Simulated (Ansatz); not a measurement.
Problem. Volume from PBE minus that from r²SCAN (% of the latter), each on its own relaxed cell (Ansatz, a first-principles code, plane waves, PAW; no spin–orbit coupling, no Hubbard U), over 86 phases of the class «phosphides, arsenides and antimonides»: what sign and size do you expect?

Solution. Mean 1.2 %, median 1.2 %, mean absolute 1.9 %; eight in ten lie between -0.1 and 3.6 %, and 90 % are above zero.

Some cases that may be named, with their rank among the 86 from the lowest: MnCuAs, P4/nmm (Mn on 2c, Cu on 2b, As on 2c) -4.1 % (rank 3); NbP, I4_1md (Nb on 4a, P on 4a) 0.2 % (rank 13); Ca6Sb2PN, Fm-3m (Ca on 24e, Sb on 8c, P on 4a, N on 4b) 1.0 % (rank 35); TaAs, I4_1md (Ta on 4a, As on 4a) 1.4 % (rank 47); GaSb, zinc blende 4.1 % (rank 84); GaAs, zinc blende 4.2 % (rank 85).

The phases are those computed here (of each formula those with measured values and the lowest at some level), not a balanced benchmark, and neither functional is the truth. Pairs that end in unlike spin orders or unlike minima (c/a over 6 % apart, 30 % for weakly bound crystals), magnets with 4f shells, solids of gases and phases set aside for tests are left out.

8 of the phases carry moments, in the orders computed and without U. 1 are weakly bound layers, chains or molecules.

Spin orders computed, not proven ground states: MnCuAs, P4/nmm (Mn on 2c, Cu on 2b, As on 2c) with PBE antiferromagnetic; MnCuAs, P4/nmm (Mn on 2c, Cu on 2b, As on 2c) with r²SCAN antiferromagnetic. Typed or built starts, not in the databases checked: Ca6Sb2PN, Fm-3m (Ca on 24e, Sb on 8c, P on 4a, N on 4b). Standing as an ambient phase not checked: MnCuAs, P4/nmm (Mn on 2c, Cu on 2b, As on 2c). All cells were relaxed under the symmetry of their starts (and spin orders); stability against distortions was not tested throughout. Cells of antiferromagnets are given as chemical subcells. Named crystals with no word on spin ran without spin polarisation. Scalar-relativistic: spin–orbit coupling is off unless named, which matters more the heavier the elements.

Potentials: the later of the program's two PAW sets.

Ansatz is a plane-wave DFT program.
